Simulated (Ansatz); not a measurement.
BAs (zinc blende), relaxed and computed with several functionals in Ansatz (plane waves, PAW).

```json
[
 {"functional": "r²SCAN", "a (Å)": "4.782", "gap (eV)": "1.37", "B₀ by P(V) fit (GPa)": "141"},
 {"functional": "PBE", "a (Å)": "4.809", "gap (eV)": "1.20", "B₀ by P(V) fit (GPa)": "131"},
 {"functional": "HSE06", "a (Å)": "4.771", "gap (eV)": "1.82", "B₀ by P(V) fit (GPa)": "146"}
]
```

All cells were relaxed under the symmetry of their starts (and spin orders); stability against distortions was not tested throughout. Spin–orbit coupling is left out wherever it is not named.

Potentials: the earlier of the program's two PAW sets.

Ansatz (a program for electronic structure) is a plane-wave DFT program.
